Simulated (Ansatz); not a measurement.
## Property card for Mg$_{5}$CdSe$_{6}$

The calculation used DFT PBE, scalar-relativistic, plane waves, PAW in Ansatz.

Settings: cutoff 420 eV, Γ-centred mesh 6×6×2 on the computed 12-atom cell, Gaussian smearing of 0.02 eV; no spin polarisation.

The structure is relaxed at this level of theory with its symmetry kept, and needn't be the ground state of this composition.

Space group P3m1 (No. 156), trigonal, a = 4.265 Å, c = 20.866 Å. Around Mg on its first site lie 4 Se at 2.60 Å; Mg on its second site is surrounded by 4 Se at 2.60 Å; Mg on its third site has 4 Se at 2.60 Å; Mg on its fourth site has 4 Se at 2.59–2.60 Å; around Cd lie 4 Se at 2.65–2.67 Å; Se on its first site is surrounded by 4 Mg at 2.60 Å; 6 more sites not described.

```json
{
 "Volume per atom": "184.9 bohr³",
 "Formation energy from the elements' standard states (uncorrected)": "-1.149 eV/atom",
 "Kohn–Sham band gap": "1.68 eV",
 "Orbital (Löwdin) character of the top 1 eV of the valence band": "Se 4p 96 %",
 "Orbital (Löwdin) character of the lowest 1 eV of the conduction band": "Mg 3s 31 %, Cd 5s 29 %, Se 4p 20 %, Se 4s 18 %"
}
```

The cell was found from a structure generator's guess, not taken from experiment. Kohn–Sham gaps at this level usually fall short of measured ones. Löwdin shares on free-atom orbitals overweight diffuse shells in the empty bands.
